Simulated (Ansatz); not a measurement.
Te2Mo (P6_3/mmc), zone-centre modes

Level of theory: DFT PBE, scalar-relativistic, plane waves, PAW (Ansatz). The runs took a 420 eV cutoff, a Γ-centred 12×12×2 mesh and Gaussian smearing (0.05 eV). No spin polarisation.

The starting cell (relaxed at this level):

```yaml
crystal:
  lattice:
    - [3.55707, 0.00000, 0.00000]
    - [-1.77853, 3.08051, 0.00000]
    - [0.00000, 0.00000, 15.20472]
  atoms:
    - { symbol: Te, position: [0.33333, 0.66667, 0.63109] }
    - { symbol: Te, position: [0.66667, 0.33333, 0.13109] }
    - { symbol: Te, position: [0.33333, 0.66667, 0.86891] }
    - { symbol: Te, position: [0.66667, 0.33333, 0.36891] }
    - { symbol: Mo, position: [0.33333, 0.66667, 0.25000] }
    - { symbol: Mo, position: [0.66667, 0.33333, 0.75000] }
```

The cell holds layers and no dispersion correction was added, so their binding is poorly described.

Harmonic modes by finite displacements of 0.02 Å, without the LO–TO term.

(1) At this geometry, is the structure stable against these modes?

(2) List the wavenumbers in cm⁻¹.

Results:

(1) Barely, if at all: no mode is imaginary beyond 10 cm⁻¹, but one beside the three translations lies at 12 cm⁻¹, within the noise of such a run.

(2) 0, 0, 0, 12, 12, 13, 114, 114, 114, 114, 168, 168, 229, 229, 229, 229, 281, 283.

Cost: 1 run of about 2.3 core-minutes, on Intel Xeon 6975P-C (Granite Rapids) (shared hosts).